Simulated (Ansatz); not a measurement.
Relaxation of a generated cell, Nb placed in the dhcp structure type; 4 atoms in the cell, which starts as P6₃/mmc (No. 194), hP4; a = 2.955 Å, b = 2.955 Å, c = 9.507 Å, α = 90.00°, β = 90.00°, γ = 120.00°. The numbers are results of r2SCAN (plane waves to 500 eV, PAW, scalar-relativistic; Ansatz, a first-principles code), not measurements. Γ-centred k-mesh 13×13×4 on the run's cell (coarser than for final values), Fermi–Dirac smearing 0.05 eV. This is the first round of the run. 

The optimiser's lines from the output (shortened; P is positive under compression):

```
relax step   1: F+E_penalty+E_count = -18253.12422303 eV  Δ(F+E_penalty+E_count) = +0.000e0 eV  max|allowed force component| = 4.626e-18 eV/Å  Δτ_max = 0.0000 Å  P = +6.501 GPa  Ω = 71.874 Å³  (7 SCF iters, dr2 threshold 1.00e-7 eV, accepted)
relax step   2: F+E_penalty+E_count = -18253.06191306 eV  Δ(F+E_penalty+E_count) = +6.231e-2 eV  max|allowed force component| = 8.674e-18 eV/Å  Δτ_max = 0.0000 Å  P = -9.198 GPa  Ω = 79.206 Å³  (8 SCF iters, dr2 threshold 4.00e-7 eV, rejected (line search))
relax step   3: F+E_penalty+E_count = -18253.19840004 eV  Δ(F+E_penalty+E_count) = -7.418e-2 eV  max|allowed force component| = 4.048e-17 eV/Å  Δτ_max = 0.0000 Å  P = +0.259 GPa  Ω = 74.407 Å³  (10 SCF iters, accepted)
relax step   4: F+E_penalty+E_count = -18253.23309772 eV  Δ(F+E_penalty+E_count) = -3.470e-2 eV  max|allowed force component| = 2.949e-17 eV/Å  Δτ_max = 0.0000 Å  P = -1.837 GPa  Ω = 75.307 Å³  (7 SCF iters, dr2 threshold 4.00e-7 eV, accepted)
relax step   5: F+E_penalty+E_count = -18253.30816293 eV  Δ(F+E_penalty+E_count) = -7.507e-2 eV  max|allowed force component| = 1.850e-17 eV/Å  Δτ_max = 0.0000 Å  P = -2.900 GPa  Ω = 75.647 Å³  (7 SCF iters, dr2 threshold 4.00e-7 eV, accepted)
relax step   6: F+E_penalty+E_count = -18253.31028212 eV  Δ(F+E_penalty+E_count) = -2.119e-3 eV  max|allowed force component| = 8.095e-18 eV/Å  Δτ_max = 0.0000 Å  P = -0.774 GPa  Ω = 74.779 Å³  (8 SCF iters, dr2 threshold 4.00e-7 eV, accepted)
relax step   7: F+E_penalty+E_count = -18253.34416677 eV  Δ(F+E_penalty+E_count) = -3.388e-2 eV  max|allowed force component| = 5.782e-19 eV/Å  Δτ_max = 0.0000 Å  P = -0.357 GPa  Ω = 74.468 Å³  (7 SCF iters, dr2 threshold 4.00e-7 eV, accepted)
relax step   8: F+E_penalty+E_count = -18253.34469448 eV  Δ(F+E_penalty+E_count) = -5.277e-4 eV  max|allowed force component| = 8.095e-18 eV/Å  Δτ_max = 0.0000 Å  P = -0.005 GPa  Ω = 74.305 Å³  (5 SCF iters, dr2 threshold 4.00e-7 eV, accepted)
relax step   9: F+E_penalty+E_count = -18253.34705657 eV  Δ(F+E_penalty+E_count) = -2.362e-3 eV  max|allowed force component| = 8.095e-18 eV/Å  Δτ_max = 0.0000 Å  P = +0.000 GPa  Ω = 74.305 Å³  stress off target by 3.60e-2 GPa  SCF on the basis re-selected at this cell (its energy is not comparable with the rows above)  (8 SCF iters)
relax step  10: F+E_penalty+E_count = -18253.34705827 eV  Δ(F+E_penalty+E_count) = -1.704e-6 eV  max|allowed force component| = 2.284e-17 eV/Å  Δτ_max = 0.0000 Å  P = -0.001 GPa  Ω = 74.306 Å³  (5 SCF iters, dr2 threshold 3.23e-9 eV, accepted)
relax step  11: F+E_penalty+E_count = -18253.34705887 eV  Δ(F+E_penalty+E_count) = -5.965e-7 eV  max|allowed force component| = 1.475e-17 eV/Å  Δτ_max = 0.0000 Å  P = -0.001 GPa  Ω = 74.306 Å³  stress off target by 2.13e-3 GPa  SCF on the basis re-selected at this cell (its energy is not comparable with the rows above)  (5 SCF iters)
```

From the first to the last row the energy changes by -0.06 eV/atom and the volume by +3.4 %. The last row is marked as not comparable with the walk above it, whose basis was carried along; it does compare with step 1, since both stand on a basis selected at the nominal cutoff for their own cell.

Step 2 was rejected by the optimiser.

Later rounds, restarted from the end of this one on a renewed k-mesh, logged 11 more steps and released under 0.01 eV/atom more. The final structure after all rounds: P6₃/mmc (No. 194), hP4, AFLOW prototype A_hP4_194_ac (A3', as in La); a = 2.857 Å, b = 2.857 Å, c = 10.504 Å, α = 90.00°, β = 90.00°, γ = 120.00°. Between re-selections the logged energies stand on a plane-wave basis carried along with the cell. No spin polarisation in the result.

The run could not lower the symmetry of its start; a shaken copy of this end point relaxes with r2SCAN to R-3m (No. 166) at a tolerance of 0.01 Å, Im-3m (No. 229) at 0.1 Å, 0.30 eV/atom lower.

The relaxed structure here is a generated cell of Nb: the first start was made by placing the elements on the sites of a structure type, and the end was not matched to a known phase here, so it may be hypothetical. Known forms of Nb include space group No. 229.
